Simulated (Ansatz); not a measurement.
LaSb:
```yaml
crystal:
  lattice:
    - [0.00000, 3.22629, 3.22629]
    - [3.22629, 0.00000, 3.22629]
    - [3.22629, 3.22629, 0.00000]
  atoms:
    - { symbol: La, position: [0.00000, 0.00000, 0.00000] }
    - { symbol: Sb, position: [0.50000, 0.50000, 0.50000] }
```

Relaxed with PBEsol. Special points in fractions of this cell's reciprocal vectors: Γ (0.000, 0.000, 0.000); X (0.500, 0.000, 0.500); U (0.625, 0.250, 0.625); K (0.375, 0.375, 0.750); L (0.500, 0.500, 0.500); W (0.500, 0.250, 0.750).

**Question.** List the band energies nearest the Fermi level at these points for plane-wave PAW PBEsol (Ansatz code).

**Answer.** In eV from the Fermi level; about four levels below and three above (degenerate sets whole), none deeper than 8.9 eV; points with the same levels are listed once.

| k | below | above |
|---|---|---|
| Γ | – | 0.22 0.22 0.22 |
| X | -1.49 -0.32 -0.26 -0.26 | 2.14 2.18 2.22 2.22 |
| U | -8.14 -1.87 -1.49 -1.01 | 1.01 2.10 2.11 |
| L | -7.63 -3.29 -1.67 -1.67 | 1.83 2.08 2.08 |
| W | -8.12 -1.78 -1.40 -1.40 | 1.72 1.72 2.19 2.19 |

Space group Fm-3m (rock salt). The workflow started from an entry of the Crystallography Open Database (COD). Its standing as an ambient phase is unchecked. The PBEsol relaxation kept the symmetry of its start; of distortions, only those at the zone centre were tested. Scalar-relativistic: spin–orbit coupling is off unless named, which matters more the heavier the elements.

Potentials: the later of the program's two PAW sets.
